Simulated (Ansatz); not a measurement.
WSi2

**What was measured.** A cell as deposited of tetragonal WSi2 (space group I4/mmm), temperature not stated, from the Crystallography Open Database (2001), has a, c = 3.214, 7.830 Å and 13.48 Å³/atom.

Method: r²SCAN, scalar-relativistic; no spin polarisation; PAW, 500 eV, Γ-centred 14×14×14 mesh, 0.05 eV Gaussian smearing; code Ansatz. The datasets are Ansatz's generated set soft_2.

```
Si W
1.0
    -1.60577    1.60577    3.90205
     1.60577   -1.60577    3.90205
     1.60577    1.60577   -3.90205
Si W
2 1
Cartesian
  0.0000 0.0000 2.6131
  0.0000 0.0000 5.1910
  0.0000 0.0000 0.0000
```

The chain of runs began from a cell as deposited in COD, expanded in volume.

The cell above was scaled in volume, and shape and atoms were relaxed at each volume within its symmetry. Energies are counted from the cell above.

The cell is relaxed to zero pressure at this level.

```csv
V (Å³/atom),ΔE (meV/atom),P from the stress (GPa)
12.879,16.79,10.40
13.147,4.05,4.92
13.415,0.00,0.00
13.684,3.76,-4.42
13.952,14.53,-8.38
14.354,42.26,-13.56
```

Problem. Do the energies and the pressures agree? Compare −ΔE/ΔV between neighbouring points (1 meV/Å³ = 0.1602 GPa) with the mean of their pressures.

Solution. 
```csv
interval (Å³/atom),−ΔE/ΔV (GPa),mean P (GPa)
12.88 to 13.15,7.6,7.7
13.15 to 13.42,2.4,2.5
13.42 to 13.68,-2.2,-2.2
13.68 to 13.95,-6.4,-6.4
13.95 to 14.35,-11.0,-11.0
```
They differ by 0.07 GPa at most.

Problem. What do the two routes give for V0, B0 and B0′?

Solution. A third-order Birch–Murnaghan fit of the energies: V0 = 13.42 Å³/atom, B0 = 233 GPa, B0′ = 4.4. A polynomial of P in ln V, with B = −dP/d ln V at P = 0: V0 = 13.42 Å³/atom, B0 = 233 GPa, B0′ = 4.4.

B0·V0 = 232.8 GPa × 13.42 Å³ = 19.49 eV/atom sets the scale: near the minimum ΔE ≈ ½ B0 V0 x², with x = V/V0 − 1, and a pressure of 2.3 GPa squeezes the volume by about 1 %. At the ends of the curve: x = −4.0 % predicts 15.6 meV/atom and the run gives 16.8; x = +7.0 % predicts 47.8 meV/atom and the run gives 42.3. Compression costs more and expansion less than the parabola says, since the crystal stiffens as it shrinks; B0′ measures that.

**Against experiment.** r²SCAN gives 3.212, 7.804 Å and 13.42 Å³/atom, −0.5 % in volume (−0.2 % in length) from the database's cell. Agreement this close is partly luck: the calculation is for a static lattice, the crystal has zero-point motion and thermal expansion.

No spin–orbit coupling, a notable omission for heavy elements. The run is a metal.
